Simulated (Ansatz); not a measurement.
Values for one crystal, relaxed and computed with the program Ansatz at the LDA level (PAW); other levels are named.

- Volume per atom = 13.12 Å³
- Band gap = 2.21 eV (indirect)
- Valence-band maximum = on the Γ–C line, 60 % of the way from Γ (k = 0.161, 0.167, 0.000)
- Hole effective mass = 0.73, 0.89, 2.4 mₑ (principal values)
- Formation energy from the elements (no fitted shifts) = -2.08 eV/atom
- Electron effective mass = 0.66, 1.0, 5.7 mₑ (principal values)
- Smallest direct gap on the standard path = 2.42 eV

Question: Which compound is it?
A) BaBiO3, C2/m (Pearson symbol mS20)
B) LaCoN3, C2/m (Pearson symbol mS20)
C) TaNO, C2/m (Pearson symbol mS24)
D) CaMgAsO4F, C2/c (Pearson symbol mS32)

Answer: C, TaNO, C2/m (Pearson symbol mS24)

The first step of the workflow began from a Materials Project structure, measured or hypothetical; the Crystallography Open Database files this formula in space group No. 12, but the cells were not matched. Its standing as an ambient phase is unchecked. Symmetry was held in the LDA relaxation; its stability against distortions is not shown here. The run is not spin-polarised. The references are the lowest solids computed at this level, not always the standard phases (solids in place of the gases). Scalar-relativistic: spin–orbit coupling is off unless named, which matters more the heavier the elements.

Potentials: the later of the program's two PAW sets.
